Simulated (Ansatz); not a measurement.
# InGa2P3 (I-4m2) at 3 levels of theory

One geometry, relaxed with PBE; plane waves with PAW potentials in Ansatz, scalar-relativistic. No spin polarisation. Gaps are the least over mesh and band path; pressure is positive in compression.

```
In Ga P
1.0
    -1.99426    1.99426    8.53460
     1.99426   -1.99426    8.53460
     1.99426    1.99426   -8.53460
In Ga P
1 2 3
Direct
  0.00000 0.00000 0.00000
  0.67087 0.67087 0.00000
  0.32913 0.32913 0.00000
  0.90741 0.40741 0.50000
  0.25000 0.75000 0.50000
  0.59259 0.09259 0.50000
```

| level | cutoff (eV) | k mesh | gap (eV) | pressure (GPa) |
| --- | --- | --- | --- | --- |
| PBE | 420 | 10×10×10 | 0.99 | 0.0 |
| r2SCAN | 500 | 10×10×10 | 1.44 | -2.1 |
| LDA | 420 | 10×10×10 | 0.77 | -4.6 |

The cell was found from a structure generator's guess, not taken from experiment.
